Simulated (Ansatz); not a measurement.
## What a change of settings does: I (sc type)

First run: DFT, PBEsol, PAW with Ansatz's default frozen-core files, scalar-relativistic (Ansatz 0.2.0).

Command: `ansatz run input.yaml --threads 1 --pin off --max-ram 2048MiB --backend cpu --events-out ev --progress --plain --runs-dir out` It took 1.1 s on 1 thread of Intel(R) Xeon(R) Platinum 8375C CPU @ 2.90GHz (Ice Lake) (shared host), peak memory 0.34 GiB.

```yaml
crystal:
  lattice:
    - [2.5911618003, 0.0, 0.0]
    - [0.0, 2.5911618003, 0.0]
    - [0.0, 0.0, 2.5911618003]
  atoms:
    - { symbol: I, position: [0.0, 0.0, 0.0] }
kpoints:
  mp_grid: { grid: [11, 11, 11] }
scf:
  occupations: { method: fermi_dirac, width: 0.1 }
hamiltonian:
  xc: pbesol
  pseudopotentials: { kind: paw }
output:
  forces: true
  stress: true
  eigenvalues: true
  populations: true
  write_density: true
  write_potential: true
  elf: true
  volumetric_format: npy
```

The cell comes from a relaxation on PAW files under the same functional, begun from a prototype that needn't be the stable phase.

This run: volume at 0.45 of the series' base cell.

It converges in 6 SCF iterations at a pressure of 134.7 GPa, cutoff 420 eV.

The input is then changed:

```diff
 scf:
-  occupations: { method: fermi_dirac, width: 0.1 }
+  occupations: { method: cold, width: 0.15 }
+  convergence: { dr2_threshold: 1.0e-09 }
+  initial_density: { chi_scale: 0.0 }
 hamiltonian:
```

Predict the outcome of the changed run.

It converges in 7 SCF iterations at a pressure of 135.1 GPa, cutoff 420 eV, free energy +9.0 meV/atom against the first run's. More than one line changes, and not each need have an effect.
